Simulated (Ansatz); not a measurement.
InSb:
```
CELL_PARAMETERS angstrom
      3.02518    -3.08711     0.00000
      3.02518     3.08711     0.00000
      0.00000     0.00000    18.49897
ATOMIC_POSITIONS crystal
  In 0.05747 0.94253 0.25000
  In 0.94253 0.05747 0.75000
  In 0.45572 0.54428 0.40889
  In 0.54428 0.45572 0.59111
  In 0.54428 0.45572 0.90889
  In 0.45572 0.54428 0.09111
  Sb 0.55558 0.44442 0.25000
  Sb 0.44442 0.55558 0.75000
  Sb 0.95449 0.04551 0.42409
  Sb 0.04551 0.95449 0.57591
  Sb 0.04551 0.95449 0.92409
  Sb 0.95449 0.04551 0.07591
```

Relaxed with r²SCAN.

### Question
Give the Bader charges and basin volumes of the independent atoms, the program Ansatz at the r²SCAN level (PAW).

### Answer


```json
[
 {"atom": "In1", "Bader charge (e)": "+0.45", "Bader volume (Å³)": "24.5"},
 {"atom": "In3", "Bader charge (e)": "+0.42", "Bader volume (Å³)": "24.7"},
 {"atom": "Sb7", "Bader charge (e)": "-0.56", "Bader volume (Å³)": "33.7"},
 {"atom": "Sb9", "Bader charge (e)": "-0.36", "Bader volume (Å³)": "32.6"}
]
```

Space group Cmcm. The first step of the workflow began from a Materials Project structure, measured or hypothetical; the Crystallography Open Database copy checked does not list it. It is not the phase usual at ambient conditions (space group No. 216). The r²SCAN relaxation kept the symmetry of its start; whether a distortion lowers the energy is not shown. Spin–orbit coupling is left out wherever it is not named.

Potentials: the later of the program's two PAW sets.
